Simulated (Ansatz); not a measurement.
A relaxation computed with Ansatz, from input to last step.

```yaml
crystal:
  lattice:
    - [-4.7221579348, -4.6751451966, 0.0156333481]
    - [-0.009794857, 4.6693067054, 4.7027735884]
    - [-4.7376300214, 4.7062506313, -4.7299226572]
  atoms:
    - { symbol: "N", position: [0.3271079164, 0.1553266983, 0.9248210286] }
    - { symbol: "N", position: [0.8347207664, 0.1668727206, 0.9587865802] }
    - { symbol: "N", position: [0.6354459434, 0.3186023434, 0.5818267947] }
    - { symbol: "N", position: [0.1939062286, 0.3454739311, 0.5978790804] }
    - { symbol: "N", position: [0.5052184075, 0.5178314973, 0.2300081288] }
    - { symbol: "N", position: [0.0146476402, 0.5222621811, 0.2371908188] }
    - { symbol: "N", position: [0.3305744053, 0.6742456272, 0.9139324927] }
    - { symbol: "N", position: [0.8432388527, 0.6721627085, 0.943694362] }
    - { symbol: "N", position: [0.6351380882, 0.820885256, 0.5575803967] }
    - { symbol: "N", position: [0.1967631595, 0.8491895839, 0.5717384094] }
    - { symbol: "N", position: [0.4861709141, 0.978977361, 0.2321051842] }
    - { symbol: "N", position: [0.9930323806, 0.9816219454, 0.2456128023] }
    - { symbol: Al, position: [0.495472035, 0.9948914869, 0.0012828617] }
    - { symbol: Al, position: [0.0017162157, 0.9971488975, 0.0119854579] }
    - { symbol: Al, position: [0.0072860014, 0.5067489967, 0.0056748615] }
    - { symbol: Ga, position: [0.3310608244, 0.1613927013, 0.6767957944] }
    - { symbol: Ga, position: [0.497933625, 0.5018594922, 0.993815758] }
    - { symbol: Ga, position: [0.3349039434, 0.6708861249, 0.6668582488] }
    - { symbol: Ga, position: [0.6615362115, 0.8313215806, 0.3178742191] }
    - { symbol: Ga, position: [0.1719389168, 0.8351007294, 0.3279869709] }
    - { symbol: In, position: [0.6641685578, 0.3301900015, 0.3213475584] }
    - { symbol: In, position: [0.1692609901, 0.3331242144, 0.3354534134] }
    - { symbol: Tl, position: [0.8309007966, 0.1627475405, 0.6830801386] }
    - { symbol: Tl, position: [0.8387733038, 0.6759154833, 0.6694159278] }
  symmetry: { detect: false }
basis:
  ecutwfc: 420
kpoints:
  mp_grid: { grid: [3, 3, 2] }
hamiltonian:
  xc: pbe
scf:
  occupations: { method: gaussian, width: 0.1 }
  lower_state_search: "off"
output:
  forces: true
  stress: true
  eigenvalues: true
relax:
  adjacent_minimum: "off"
  f_tol: 0.04
  max_steps: 25
  cell: { stress_tol: 0.3 }
```

```bash
ansatz run input.yaml --threads 4 --pin off --max-ram 9216MiB --backend cpu --events-out ev --progress --plain --runs-dir out
```

These are results of DFT PBE, scalar-relativistic, plane waves, PAW in Ansatz 0.2.0, not measurements.

Of 3 frames 3 are shown, positions in Å and forces in eV/Å; the SCF threshold varies from step to step. Steps run on the plane waves of an earlier cell, with a Pulay correction in the pressure. The basis is chosen afresh for the last frame, the zero of the energies, and at times for earlier ones too; energy and pressure step there, also at an unchanged geometry.

```xyz
24
Lattice="-4.7222 -4.6751 0.0156 -0.0098 4.6693 4.7028 -4.7376 4.7063 -4.7299" Properties=species:S:1:pos:R:3:forces:R:3 pbc="T T T" step=1 free_energy_over_end_meV_per_atom=0.13 pressure_GPa=-0.05
N    -5.9276    3.5484   -3.6388    0.0026   -0.0009   -0.0078
N    -8.4857    1.3890   -3.7372   -0.0101    0.0100    0.0051
N    -5.7603    1.2551   -1.2437    0.0138   -0.0218   -0.0249
N    -3.7516    3.5204   -1.2002    0.0027    0.0402    0.0284
N    -3.4805    1.1384    1.3552   -0.0100   -0.0146    0.0037
N    -1.1980    3.4864    1.3344   -0.0007   -0.0154    0.0100
N    -5.8975    5.9040   -1.1468   -0.0038   -0.0174   -0.0119
N    -8.4594    3.6375   -1.2894   -0.0087    0.0022    0.0087
N    -5.6489    3.4877    1.2331    0.0099   -0.0326   -0.0065
N    -3.6461    5.7360    1.2923    0.0038    0.0339    0.0393
N    -3.4050    3.3906    3.5137    0.0180   -0.0056    0.0057
N    -5.8625    1.0968    3.4701    0.0172    0.0168    0.0033
Al   -2.3555    2.3351    4.6804    0.0048    0.0114   -0.0079
Al   -0.0747    4.7044    4.6327   -0.0001    0.0168   -0.0018
Al   -0.0663    2.3588    2.3564   -0.0026    0.0105    0.0045
Ga   -4.7713    2.3910   -2.4370    0.0004   -0.0066    0.0093
Ga   -7.0646    4.6926   -2.3328   -0.0042    0.0109   -0.0038
Ga   -4.7474    4.7053    0.0061   -0.0086   -0.0050   -0.0026
Ga   -4.6380    2.2849    2.4163   -0.0093    0.0019   -0.0156
Ga   -2.3740    4.6391    2.3786   -0.0020    0.0074   -0.0046
In   -4.6620   -0.0510    0.0432   -0.0101   -0.0025   -0.0037
In   -2.3918    2.3429   -0.0174   -0.0043   -0.0023    0.0003
Tl   -7.1614    0.0901   -2.4526   -0.0007   -0.0149   -0.0136
Tl   -7.1389    2.3851    0.0255    0.0018   -0.0223   -0.0137
24
Lattice="-4.7181 -4.6950 0.0084 -0.0030 4.6895 4.6977 -4.7291 4.7144 -4.7196" Properties=species:S:1:pos:R:3:forces:R:3 pbc="T T T" step=2 free_energy_over_end_meV_per_atom=-0.01 pressure_GPa=-0.02
N    -5.9170    3.5537   -3.6327    0.0076    0.0091    0.0072
N    -8.4739    1.3863   -3.7335    0.0010    0.0056    0.0111
N    -5.7497    1.2475   -1.2502    0.0052    0.0037   -0.0072
N    -3.7438    3.5323   -1.1952   -0.0015    0.0088    0.0082
N    -3.4754    1.1372    1.3492   -0.0007   -0.0013    0.0056
N    -1.1944    3.4975    1.3351    0.0037   -0.0031    0.0049
N    -5.8847    5.9175   -1.1436    0.0105    0.0073    0.0103
N    -8.4443    3.6431   -1.2872    0.0017    0.0093    0.0069
N    -5.6368    3.4902    1.2253    0.0088   -0.0056    0.0039
N    -3.6357    5.7565    1.2954    0.0054    0.0072    0.0195
N    -3.3939    3.4011    3.5056    0.0115   -0.0012    0.0104
N    -5.8499    1.1007    3.4605    0.0123    0.0013    0.0056
Al   -2.3445    2.3473    4.6730   -0.0112    0.0003   -0.0155
Al   -0.0664    4.7288    4.6303   -0.0135   -0.0068   -0.0143
Al   -0.0620    2.3718    2.3574   -0.0131   -0.0075   -0.0130
Ga   -4.7612    2.3969   -2.4303   -0.0112   -0.0078    0.0010
Ga   -7.0503    4.7019   -2.3276   -0.0064    0.0020   -0.0077
Ga   -4.7357    4.7199    0.0105   -0.0093   -0.0056   -0.0072
Ga   -4.6257    2.2907    2.4098   -0.0109    0.0011   -0.0106
Ga   -2.3638    4.6574    2.3784   -0.0048    0.0012   -0.0100
In   -4.6549   -0.0575    0.0391    0.0031    0.0020    0.0054
In   -2.3866    2.3498   -0.0154   -0.0010   -0.0020    0.0049
Tl   -7.1504    0.0791   -2.4574    0.0030   -0.0121   -0.0123
Tl   -7.1241    2.3814    0.0186    0.0097   -0.0061   -0.0071
24
Lattice="-4.7181 -4.6950 0.0084 -0.0030 4.6895 4.6977 -4.7291 4.7144 -4.7196" Properties=species:S:1:pos:R:3:forces:R:3 pbc="T T T" step=3 free_energy_over_end_meV_per_atom=0.00 pressure_GPa=-0.02
N    -5.9170    3.5537   -3.6327    0.0075    0.0091    0.0072
N    -8.4739    1.3863   -3.7335    0.0009    0.0055    0.0111
N    -5.7497    1.2475   -1.2502    0.0052    0.0036   -0.0072
N    -3.7438    3.5323   -1.1952   -0.0015    0.0089    0.0083
N    -3.4754    1.1372    1.3492   -0.0006   -0.0013    0.0056
N    -1.1944    3.4975    1.3351    0.0037   -0.0030    0.0049
N    -5.8847    5.9175   -1.1436    0.0104    0.0073    0.0103
N    -8.4443    3.6431   -1.2872    0.0017    0.0093    0.0068
N    -5.6368    3.4902    1.2253    0.0089   -0.0057    0.0039
N    -3.6357    5.7565    1.2954    0.0054    0.0072    0.0195
N    -3.3939    3.4011    3.5056    0.0116   -0.0012    0.0104
N    -5.8499    1.1007    3.4605    0.0123    0.0013    0.0057
Al   -2.3445    2.3473    4.6730   -0.0111    0.0003   -0.0154
Al   -0.0664    4.7288    4.6303   -0.0134   -0.0068   -0.0142
Al   -0.0620    2.3718    2.3574   -0.0130   -0.0075   -0.0130
Ga   -4.7612    2.3969   -2.4303   -0.0112   -0.0078    0.0009
Ga   -7.0503    4.7019   -2.3276   -0.0064    0.0021   -0.0077
Ga   -4.7357    4.7199    0.0105   -0.0093   -0.0056   -0.0073
Ga   -4.6257    2.2907    2.4098   -0.0109    0.0011   -0.0107
Ga   -2.3638    4.6574    2.3784   -0.0048    0.0011   -0.0100
In   -4.6549   -0.0575    0.0391    0.0031    0.0020    0.0054
In   -2.3866    2.3498   -0.0154   -0.0010   -0.0021    0.0049
Tl   -7.1504    0.0791   -2.4574    0.0030   -0.0120   -0.0122
Tl   -7.1241    2.3814    0.0186    0.0097   -0.0060   -0.0071
```

It took 46 s on 4 threads of Arm Neoverse V1, with other jobs on the host, peak memory 1.2 GiB.

The k mesh is coarse. Spin–orbit coupling is left out, which can shift energies with elements as heavy as these.